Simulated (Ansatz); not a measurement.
Q: Each is relaxed and computed with PBEsol in the plane-wave PAW code Ansatz. Which is the only metal?
A) MgCu2SiS4, Pmn2_1 (Pearson symbol oP16)
B) BAs, P6_222 (B on 3d, As on 3c)
C) TaSi2, P6_222 (Si on 6j, Ta on 3d)
D) SiO2, P4_2/nmc (Si on 2a, O on 4d)

A: C, TaSi2, P6_222 (Si on 6j, Ta on 3d). TaSi2: metal; BAs: gap 0.31 eV (indirect); MgCu2SiS4: gap 1.73 eV (direct); SiO2: gap 5.03 eV (indirect). Constructed cells (a structure type filled with these elements, in neither database checked): BAs, P6_222 (B on 3d, As on 3c); SiO2, P4_2/nmc (Si on 2a, O on 4d). Not the usual ambient phase: BAs, P6_222 (B on 3d, As on 3c); SiO2, P4_2/nmc (Si on 2a, O on 4d). Standing as an ambient phase not checked: MgCu2SiS4, Pmn2_1 (Pearson symbol oP16). All cells were relaxed under the symmetry of their starts (and spin orders); stability against distortions was not tested throughout. Rows with no word on spin ran without spin polarisation. Scalar-relativistic: spin–orbit coupling is off unless named, which matters more the heavier the elements.

Potentials: the later of the program's two PAW sets.
